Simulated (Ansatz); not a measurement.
MgSnS$_{2}$:
```
CELL_PARAMETERS angstrom
      3.82214     0.00000     0.00000
     -1.91107     3.31007     0.00000
      0.00000     0.00000     6.71214
ATOMIC_POSITIONS crystal
  S  0.66667 0.33333 0.71581
  Sn 0.00000 0.00000 0.00000
  S  0.33333 0.66667 0.28419
  Mg 0.00000 0.00000 0.50000
```

Relaxed with r²SCAN+D4. r²SCAN+D4 in the plane-wave PAW code Ansatz gives a gap of 0.42 eV.

Q: What gap does HSE06 give on the same cell (Ansatz, PAW)?

A: 0.68 eV, 0.26 eV more. The hybrid was solved on a coarser mesh and at special points; its gap is the smallest among all of these.

```tsv
k	v1 r²SCAN+D4	c1 r²SCAN+D4	v1 HSE06	c1 HSE06
Γ	-2.21	1.85	…	…
A	0.00	1.33	…	…
K	-2.92	2.43	-3.12	2.83
H	-1.44	0.98	…	…
M	-1.35	1.16	…	…
L	-2.49	0.42	-2.65	0.68
```

Q: Top valence (v1) and lowest conduction level (c1) in eV from each method's valence maximum (which need not be a listed point): supply the withheld HSE06 values.

A: 
- H, v1 HSE06: -1.53
- H, c1 HSE06: 1.28
- Γ, v1 HSE06: -2.37
- Γ, c1 HSE06: 2.07
- A, v1 HSE06: 0.00
- A, c1 HSE06: 1.48
- M, v1 HSE06: -1.41
- M, c1 HSE06: 1.42

Cost on shared cores: the r²SCAN+D4 run (SCF on a 8×8×4 mesh, then bands and DOS) roughly 80 core-seconds, the HSE06 run (SCF on 6×6×3, then a few points) around 5 core-minutes (rough); the tasks are unlike.

Space group P-3m1. A made-up cell: these elements were put on the sites of a structure type; neither database checked (COD, Materials Project) lists it. Whether it is the stable phase at ambient conditions was not checked. The cell was relaxed with r²SCAN+D4 under the symmetry of its start; its stability against distortions is not shown here. Scalar-relativistic: spin–orbit coupling is off unless named, which matters more the heavier the elements.

Potentials: the later of the program's two PAW sets.
